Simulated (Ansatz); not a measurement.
Sb2Se3:
```
Sb2Se3
1.0
    4.02194     0.00000     0.00000
   -2.01097     3.48310     0.00000
    0.00000     0.00000    10.49690
Sb Se
2 3
Direct
  0.33333   0.66667   0.17905
  0.66667   0.33333   0.82095
  0.00000   0.00000   0.00000
  0.33333   0.66667   0.67502
  0.66667   0.33333   0.32498
```

Relaxed with HSE06. Special points in fractions of this cell's reciprocal vectors: Γ (0.000, 0.000, 0.000); M (0.500, 0.000, 0.000); K (0.333, 0.333, 0.000); A (0.000, 0.000, 0.500); L (0.500, 0.000, 0.500); H (0.333, 0.333, 0.500).

Problem. List the band energies nearest the valence-band maximum at these points for DFT-HSE06 in the program Ansatz with PAW potentials.

Solution. In eV from the valence-band maximum; about four levels below and three above (degenerate sets whole), none deeper than 8.9 eV; points with the same levels are listed once.

```
k                          below           above
-  -----------------------------  --------------
Γ        -1.76 -1.62 -1.62 -0.06  0.76 1.79 1.79
M        -2.85 -2.28 -1.86 -0.65  1.57 2.68 2.91
K  -3.35 -3.35 -2.36 -1.02 -1.02  1.99 3.37 3.37
A        -1.65 -1.65 -0.85 -0.67  0.88 1.79 1.79
L        -2.61 -1.90 -1.79 -0.94  1.42 2.53 2.69
H  -3.61 -3.61 -2.49 -0.68 -0.68  2.38 2.95 2.95
```

Space group P-3m1 (La2O3 or Ni2Al3 type). The cell is a constructed one: a structure type filled with these elements; neither database checked (COD, Materials Project) lists it. It is not the phase usual at ambient conditions (space group No. 62). The HSE06 relaxation kept the symmetry of its start; its stability against distortions is not shown here. The hybrid was solved on a coarse mesh, the path and, where they were found, the r²SCAN edge points; its band edges are the extreme levels among these. Spin–orbit coupling is left out wherever it is not named.

Potentials: the later of the program's two PAW sets.
